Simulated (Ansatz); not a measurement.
KTaO3:
```
KTaO3
1.0
    3.95200     0.00000     0.00000
    0.00000     3.95200     0.00000
    0.00000     0.00000     3.95200
K Ta O
1 1 3
Cartesian
  0.00000   0.00000   0.00000
  1.97600   1.97600   1.97600
  0.00000   1.97600   1.97600
  1.97600   1.97600   0.00000
  1.97600   0.00000   1.97600
```

Relaxed with LDA. Special points in fractions of this cell's reciprocal vectors: Γ (0.000, 0.000, 0.000); X (0.000, 0.500, 0.000); M (0.500, 0.500, 0.000); R (0.500, 0.500, 0.500).

List the band energies nearest the valence-band maximum at these points for LDA in the plane-wave PAW code Ansatz.

In eV from the valence-band maximum; about four levels below and three above (degenerate sets whole), none deeper than 8.9 eV; points with the same levels are listed once.

| k | below | above |
|---|---|---|
| Γ | -1.11 -1.11 -1.11 -0.60 -0.60 -0.60 | 2.13 2.13 2.13 |
| X | -2.23 -1.62 -0.84 -0.84 | 2.31 5.15 5.15 |
| M | -1.58 -1.47 -1.47 -0.04 | 5.19 5.19 6.52 |
| R | -4.02 -4.02 -4.02 0.00 0.00 0.00 | 6.68 6.68 6.68 |

Space group Pm-3m (cubic perovskite). The LDA relaxation kept the symmetry of its start. The run is not spin-polarised. Spin–orbit coupling is left out wherever it is not named.

Potentials: the later of the program's two PAW sets.
